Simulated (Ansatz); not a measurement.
TiSi2 in space group Cmcm (No. 63; Si on 4c, Si on 4c, Ti on 4c) at seven volumes, DFT-PBE in the program Ansatz with PAW potentials, shape and atoms relaxed at each. One row is withheld.

```json
[
 {"V (Å³/atom)": "13.057", "P (GPa)": "14.51"},
 {"V (Å³/atom)": "13.487", "P (GPa)": "?"},
 {"V (Å³/atom)": "13.918", "P (GPa)": "4.07"},
 {"V (Å³/atom)": "14.348", "P (GPa)": "0.00"},
 {"V (Å³/atom)": "14.779", "P (GPa)": "-3.47"},
 {"V (Å³/atom)": "15.209", "P (GPa)": "-6.49"},
 {"V (Å³/atom)": "15.640", "P (GPa)": "-9.04"}
]
```

Task: Fit the shown pressures and predict the withheld one.

Result: P = (3/2)B₀(x^(7/2) − x^(5/2))[1 + (3/4)(B′ − 4)(x − 1)] with x = (V₀/V)^(2/3). Least squares on the six rows gives V₀ = 14.348 Å³/atom, B₀ = 126 GPa, B′ = 4.25. At V = 13.487, x = 1.0421 and P = 8.90 GPa. The run itself gave 8.87 GPa.

Symmetry was held in the PBE relaxation. The run is not spin-polarised.

Potentials: the later of the program's two PAW sets.
